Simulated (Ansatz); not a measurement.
The relaxed structure here is a generated cell of Lu2Se3: the first start was made by placing the elements on the sites of a structure type, and the end was not matched to a known phase here, so it may be hypothetical.

A structure of Lu2Se3 relaxed with r2SCAN (plane waves to 500 eV, PAW, scalar-relativistic; Ansatz, a first-principles code); single points at other levels follow on the same geometry (Ansatz, PAW; HSE06 at 420 eV on a 2×5×2 k-mesh; no spin-orbit coupling). Space group Pnma (No. 62).

Space group Pnma (No. 62); a = 10.899 Å, b = 3.922 Å, c = 10.903 Å, α = 90.00°, β = 90.00°, γ = 90.00°

```json
[
 {"atom": "Lu", "site": "4c", "symmetry": ".m.", "x": "0.0135", "y": "0.2500", "z": "0.1876"},
 {"atom": "Lu", "site": "4c", "symmetry": ".m.", "x": "0.1926", "y": "0.2500", "z": "0.5026"},
 {"atom": "Se", "site": "4c", "symmetry": ".m.", "x": "0.2757", "y": "0.2500", "z": "0.1916"},
 {"atom": "Se", "site": "4c", "symmetry": ".m.", "x": "0.0455", "y": "0.7500", "z": "0.3736"},
 {"atom": "Se", "site": "4c", "symmetry": ".m.", "x": "0.1175", "y": "0.2500", "z": "0.9442"}
]
```

| level | gap (eV) | kind | conduction minimum |
|---|---|---|---|
| r2SCAN | 0.83 | direct | Γ |
| HSE06 | ___ | – | ___ |

What belongs in the gaps?


- HSE06, gap (eV): 1.18
- HSE06, conduction minimum: Γ

For this cell size the semilocal gaps come from the SCF mesh and high-symmetry points. No spin polarisation in the result.

The run could not lose the symmetry of its start, so the end can be a saddle point.
